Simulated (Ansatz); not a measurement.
LiHg (CsCl type, space group No. 221) under volume change, PBEsol (plane waves, PAW; program Ansatz), scaled uniformly.

```json
[
 {"V (Å³/atom)": "15.754", "E − E(relaxed) (meV/atom)": "21.3", "P (GPa)": "4.79"},
 {"V (Å³/atom)": "16.274", "E − E(relaxed) (meV/atom)": "8.9", "P (GPa)": "2.91"},
 {"V (Å³/atom)": "16.793", "E − E(relaxed) (meV/atom)": "2.1", "P (GPa)": "1.33"},
 {"V (Å³/atom)": "17.313", "E − E(relaxed) (meV/atom)": "0.0", "P (GPa)": "0.00"},
 {"V (Å³/atom)": "17.832", "E − E(relaxed) (meV/atom)": "1.9", "P (GPa)": "-1.11"},
 {"V (Å³/atom)": "18.351", "E − E(relaxed) (meV/atom)": "7.0", "P (GPa)": "-2.04"},
 {"V (Å³/atom)": "18.871", "E − E(relaxed) (meV/atom)": "14.9", "P (GPa)": "-2.82"}
]
```

Task: What does a third-order Birch–Murnaghan fit give for V₀, B₀ and B′?

Result: V₀ = 17.31 Å³/atom, B₀ = 40.4 GPa, B′ = 4.9.

Space group Pm-3m (CsCl type). The workflow started from an entry of the Crystallography Open Database (COD). Its standing as an ambient phase is unchecked. The PBEsol relaxation kept the symmetry of its start; its stability against distortions is not shown here. Spin–orbit coupling is left out wherever it is not named.

Potentials: the later of the program's two PAW sets.
